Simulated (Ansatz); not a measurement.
GaN:
```cif
data_Ga4N4
_chemical_formula_sum 'Ga4 N4'
_space_group_name_H-M_alt 'F-43m'
_space_group_IT_number 216
_space_group_name_Hall 'F -4 2 3'
_cell_length_a 4.45518
_cell_length_b 4.45518
_cell_length_c 4.45518
_cell_angle_alpha 90.000
_cell_angle_beta 90.000
_cell_angle_gamma 90.000
loop_
_atom_site_label
_atom_site_type_symbol
_atom_site_symmetry_multiplicity
_atom_site_Wyckoff_symbol
_atom_site_fract_x
_atom_site_fract_y
_atom_site_fract_z
_atom_site_occupancy
Ga1 Ga 4 a 0.00000 0.00000 0.00000 1
N1 N 4 d 0.75000 0.75000 0.75000 1
```
(The calculation used a cell of 2 atoms; values per cell refer to that cell.)

Relaxed with LDA.

Q: Decompose the optical modes at the zone centre into irreducible representations, and say which are infrared and Raman allowed.

A: Point group -43m: Γ_opt = T2. Infrared: T2. Raman: T2.

Q: Assign frequencies (DFPT, LDA (plane waves, PAW; program Ansatz); without the LO–TO term).

A: T2 553 cm⁻¹.

Symmetry was held in the LDA relaxation.

Potentials: the earlier of the program's two PAW sets. The files were generated under PBE; for other functionals the program regenerates the frozen cores, and for LDA and PBEsol the local potential too.
